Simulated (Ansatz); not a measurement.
InGaN$_{2}$:
Space group P3m1 (No. 156); a = 3.3593 Å, b = 3.3593 Å, c = 5.5046 Å, α = 90.00°, β = 90.00°, γ = 120.00°

| atom | site | symmetry | x | y | z |
|---|---|---|---|---|---|
| In | 1a | 3m. | 0.0000 | 0.0000 | 0.9976 |
| Ga | 1c | 3m. | 0.6667 | 0.3333 | 0.4955 |
| N | 1c | 3m. | 0.6667 | 0.3333 | 0.1462 |
| N | 1a | 3m. | 0.0000 | 0.0000 | 0.6023 |

Relaxed with r²SCAN. DFT-r²SCAN in the program Ansatz with PAW potentials gives a gap of 0.67 eV.

What gap does HSE06 give on the same cell (Ansatz, PAW)?

1.41 eV, 0.74 eV more. The hybrid was solved on a coarser mesh and at special points; its gap is the smallest among all of these.

| k | v1 r²SCAN | c1 r²SCAN | v1 HSE06 | c1 HSE06 |
|---|---|---|---|---|
| Γ | 0.00 | 0.67 | 0.00 | 1.41 |
| A | -0.27 | 3.00 | [?] | [?] |
| K | -2.43 | 5.04 | [?] | [?] |
| H | -1.28 | 5.89 | [?] | [?] |
| M | -0.92 | 4.49 | [?] | [?] |
| L | -1.53 | 3.76 | -1.64 | 4.52 |

Top valence (v1) and lowest conduction level (c1) in eV from each method's valence maximum (which need not be a listed point): supply the withheld HSE06 values.


- A, v1 HSE06: -0.30
- A, c1 HSE06: 3.81
- K, v1 HSE06: -2.58
- K, c1 HSE06: 5.72
- M, v1 HSE06: -0.98
- M, c1 HSE06: 5.29
- H, v1 HSE06: -1.34
- H, c1 HSE06: 6.70

Cost on shared cores: the r²SCAN run (SCF on a 9×9×5 mesh, then bands and DOS) about 40 core-seconds (a rough figure), the HSE06 run (SCF on 7×7×4, then a few points) around 2.3 core-minutes (rough); the tasks are unlike.

The first step of the workflow began from a Materials Project structure, measured or hypothetical; the Crystallography Open Database copy checked does not list it. Its standing as an ambient phase is unchecked. Symmetry was held in the r²SCAN relaxation; of distortions, only those at the zone centre were tested. Scalar-relativistic: spin–orbit coupling is off unless named, which matters more the heavier the elements.

Potentials: the later of the program's two PAW sets.
